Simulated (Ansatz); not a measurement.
Input:

AgI:
```yaml
crystal:
  lattice:
    - [4.48567, 0.00000, 0.00000]
    - [-2.24284, 3.88471, 0.00000]
    - [0.00000, 0.00000, 7.33888]
  atoms:
    - { symbol: Ag, position: [0.33333, 0.66667, 0.00261] }
    - { symbol: Ag, position: [0.66667, 0.33333, 0.50261] }
    - { symbol: I, position: [0.33333, 0.66667, 0.37729] }
    - { symbol: I, position: [0.66667, 0.33333, 0.87729] }
```

This is the LDA-relaxed structure. x, y and z are the axes in which the lattice vectors are written.

Q: All from LDA in the plane-wave PAW code Ansatz, unless another level is named. Give the hole effective mass, band 1 of 2 at the edge.

A: 1.3 along x, 1.3 along z (mₑ).

Q: Predict the band gap.

A: 1.09 eV (direct).

Q: Next, the electron effective mass?

A: 0.13, 0.14, 0.14 mₑ (principal values).

Q: Predict the weight of the conduction-edge state by species (Voronoi cells).

A: Ag 64 %, I 36 %.

Space group P6_3mc (wurtzite). The LDA relaxation kept the symmetry of its start; of distortions, only those at the zone centre were tested. No spin polarisation was allowed. Spin–orbit coupling is left out wherever it is not named.

Potentials: the later of the program's two PAW sets.
